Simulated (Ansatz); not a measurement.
PbS:
```yaml
crystal:
  lattice:
    - [0.00000, 2.98714, 2.98714]
    - [2.98714, 0.00000, 2.98714]
    - [2.98714, 2.98714, 0.00000]
  atoms:
    - { symbol: Pb, position: [0.00000, 0.00000, 0.00000] }
    - { symbol: S, position: [0.50000, 0.50000, 0.50000] }
```

Relaxed with r²SCAN. Special points in fractions of this cell's reciprocal vectors: Γ (0.000, 0.000, 0.000); X (0.500, 0.000, 0.500); U (0.625, 0.250, 0.625); K (0.375, 0.375, 0.750); L (0.500, 0.500, 0.500); W (0.500, 0.250, 0.750).

Task: List the band energies nearest the valence-band maximum at these points for r²SCAN in the plane-wave PAW code Ansatz.

Result: In eV from the valence-band maximum; about four levels below and three above (degenerate sets whole), none deeper than 8.9 eV; points with the same levels are listed once.

| k | below | above |
|---|---|---|
| Γ | -6.12 -2.21 -2.21 -2.21 | 5.51 5.51 5.51 |
| X | -7.30 -5.19 -3.46 -3.46 | 4.24 5.94 6.02 6.02 |
| U | -8.08 -4.77 -2.96 -2.47 | 3.63 4.41 5.40 |
| L | -1.83 -1.83 0.00 | 0.69 2.24 2.24 |
| W | -8.05 -4.42 -4.42 -1.05 | 2.49 5.01 5.01 |

Space group Fm-3m (rock salt). The cell was relaxed with r²SCAN under the symmetry of its start. Spin–orbit coupling is left out wherever it is not named.

Potentials: the later of the program's two PAW sets.
